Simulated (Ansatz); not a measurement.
Cu Kα1 powder pattern (kinematic, no thermal factors).
2θ (°) (relative intensity): 20.12 (56), 20.91 (100), 28.60 (4), 30.84 (2), 35.70 (55), 37.10 (24), 40.89 (23), 42.56 (41), 45.98 (13), 46.36 (14), 49.36 (12), 52.08 (2), 55.39 (16), 56.39 (15), 58.04 (13), 59.21 (8), 63.20 (3), 63.51 (11), 64.26 (3), 65.97 (4), 67.06 (1), 68.08 (4), 68.26 (1), 71.80 (2), 71.97 (3), 73.43 (8), 75.62 (15), 78.07 (3), 78.35 (9), 79.03 (6), 80.61 (6), 82.58 (5), 85.09 (2), 85.42 (5), 86.25 (5), 88.64 (2)

The pattern is computed from a structure relaxed with DFT PBE, scalar-relativistic, plane waves, PAW (Ansatz 0.2.0). No spin polarisation. Its elements are Al, Ta.

Problem. Give the structure.

Solution. TaAl₄.
Space group I4mm (No. 107). a = 6.237 Å, b = 6.237 Å, c = 5.794 Å, α = 90.00°, β = 90.00°, γ = 90.00°
```json
{"atom": "Ta", "site": "2a", "symmetry": "4mm", "x": "0.0000", "y": "0.0000", "z": "0.9793"}
{"atom": "Al", "site": "8c", "symmetry": "..m", "x": "0.2363", "y": "0.7637", "z": "0.2553"}
```

A pattern alone doesn't exclude other cells with like lines; this is the one computed.

Another cell of TaAl4 relaxed alike, in P4/nbm, lies 39 meV/atom lower, so this cell isn't the stable form at this level.

The cell was found from a structure generator's guess, not taken from experiment.
